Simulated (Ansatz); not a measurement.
Polymorphs of Ag

10 relaxations of Ag ended in 3 distinct structures. All values below come from r2SCAN (plane waves to 500 eV, PAW, scalar-relativistic; Ansatz, an electronic-structure program).

| # | space group | Pearson | type | E − E(lowest) (eV/atom) | V (Å³/atom) | coordination | runs ending here |
|---|---|---|---|---|---|---|---|
| 1 | Fm-3m | cF4 | fcc (Cu type) | 0.00 | 17.30 | Ag 12 (cuboctahedral) | 6 |
| 2 | P6₃/mmc | hP2 | hcp (Mg type) | 0.00 | 17.33 | Ag 12 (anticuboctahedral) | 1 |
| 3 | Im-3m | cI2 | bcc (W type) | 0.03 | 17.45 | Ag 8 (cubic)+6 | 3 |

Coordination numbers (neighbours up to the widest gap in distance over summed covalent radii, below 1.35; n+m marks a second, longer set). All are gapless at this level. Fm-3m, cF4, fcc (Cu type) is the lowest of the structures calculated here, level within the accuracy with P6₃/mmc, hP2, hcp (Mg type).

Space group Fm-3m (No. 225); a = b = c = 4.105 Å, α = β = γ = 90.00°

```tsv
atom	site	symmetry	x	y	z
Ag	4a	m-3m	0.0000	0.0000	0.0000
```
(The calculation used a cell of 1 atom; values per cell refer to that cell.)

Each run could gain symmetry but not lose that of its start, so entries can be saddle points. From databases, or of a type measured for this composition: Fm-3m, cF4, fcc (Cu type); P6₃/mmc, hP2, hcp (Mg type); the others are generated cells (placed on structure types, drawn at random, substituted or restacked) that were not matched to a known phase here. Static energies at zero pressure. The runs use different k-meshes, so differences are rounded accordingly. No spin polarisation in the result.
